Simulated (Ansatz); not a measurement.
Is this Mo2W structure a true minimum?

It was reached by relaxing an invented guess, and it needn't be the stable form of this composition.

Theory: DFT PBE, scalar-relativistic, plane waves, PAW in Ansatz. Cutoff 420 eV; k points 18×18×18 on the computed 3-atom cell (Γ-centred); Gaussian smearing, width 0.10 eV; no spin polarisation.

The cell below (3 atoms, space group Fmmm (No. 69)) is relaxed within its symmetry.

```xyz
3
Lattice="0.0000 2.2421 6.7171 1.5844 0.0000 6.7171 1.5844 2.2421 0.0000" Properties=species:S:1:pos:R:3 pbc="T T T"
Mo    1.5844    2.2421    8.9598
Mo    1.5844    2.2421    4.4745
W     0.0000    0.0000    0.0000
```

For the test a repeat of it with 6 atoms (edges 2.75, 5.26, 6.90 Å) was strained at random (σ = 1.5 % a component), the atoms were moved at random (σ = 0.10 Å), and all was relaxed again on a coarse 8×4×4 mesh (in the run’s order of axes) with 0.20 eV smearing, with no symmetry imposed.

These runs have no spin–orbit coupling, which can matter for W.

Question: Is the structure stable against such a distortion?

Answer: It returns, within 1 meV/atom of the unmoved cell on that mesh and with the same symmetry when read at 0.1 Å (P-1 at 0.01 Å, so small strains and shifts remain). So it is stable against the distortions that fit this cell and that this random move excites. Modes that don't fit the cell aren't tested.
